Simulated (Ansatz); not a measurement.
TiRu (CsCl type, Pm-3m) under volume change, LDA (plane waves, PAW; program Ansatz), scaled uniformly.

```
V (Å³/atom)  E − E(relaxed) (meV/atom)  P (GPa)
-----------  -------------------------  -------
12.542                           103.6    28.74
12.955                            44.0    17.74
13.369                            10.7     8.30
13.782                             0.0     0.19
14.196                             8.7    -6.77
14.609                            34.1   -12.72
15.023                            73.6   -17.76
```

**Question.** What does a third-order Birch–Murnaghan fit give for V₀, B₀ and B′?

**Answer.** V₀ = 13.79 Å³/atom, B₀ = 248 GPa, B′ = 4.1.

The first step of the workflow began from a Materials Project structure, measured or hypothetical; the Crystallography Open Database files this formula in space group No. 221, but the cells were not matched. Whether it is the stable phase at ambient conditions was not checked. The cell keeps a stress of up to 0.2 GPa. The LDA relaxation kept the symmetry of its start; of distortions, only those at the zone centre were tested. The run is not spin-polarised.

Potentials: the later of the program's two PAW sets.
